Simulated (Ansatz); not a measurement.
Mg (hcp, Mg type)

```
CELL_PARAMETERS angstrom
      3.18642     0.00000     0.00000
     -1.59321     2.75952     0.00000
      0.00000     0.00000     5.22378
ATOMIC_POSITIONS crystal
  Mg 0.33333 0.66667 0.75000
  Mg 0.66667 0.33333 0.25000
```

The atoms are displaced by Q × the pattern below (from a DFPT mode at Γ, largest move 1; Q in Å), at fixed cell.

```tsv
atom	x	y	z
Mg1	0.000	0.000	-1.000
Mg2	0.000	0.000	1.000
```

Calculation: PBE (plane waves to 420 eV, PAW, scalar-relativistic; Ansatz, a quantum-chemistry and plane-wave program). k mesh 17×17×9 (Γ-centred), Fermi-Dirac smearing 0.05 eV. With partly filled bands, energies and forces of such displacements shift with the k mesh and the smearing. Mg was relaxed with its symmetry unable to fall. 

| Q (Å) | −dE/dQ from forces (eV/Å) |
|---|---|
| -0.100 | 1.091 |
| -0.083 | 0.898 |
| -0.067 | 0.711 |
| -0.050 | 0.529 |
| -0.033 | 0.350 |
| -0.017 | 0.174 |
| 0.000 | 0.000 |
| 0.017 | -0.174 |
| 0.033 | -0.350 |
| 0.050 | -0.529 |
| 0.067 | -0.711 |
| 0.083 | -0.898 |
| 0.100 | -1.091 |

Task: What harmonic wavenumber does the curvature at Q = 0 give?

Result: 242 cm⁻¹. E″ = 10.44 eV/Å², M = Σ mᵢ|uᵢ|² = 48.6 u, ν̃ = 521.5·√(|E″|/M).

(For displaced atoms, the force is minus the slope of the energy, and its curvature is a force constant, which sets phonon frequencies.)
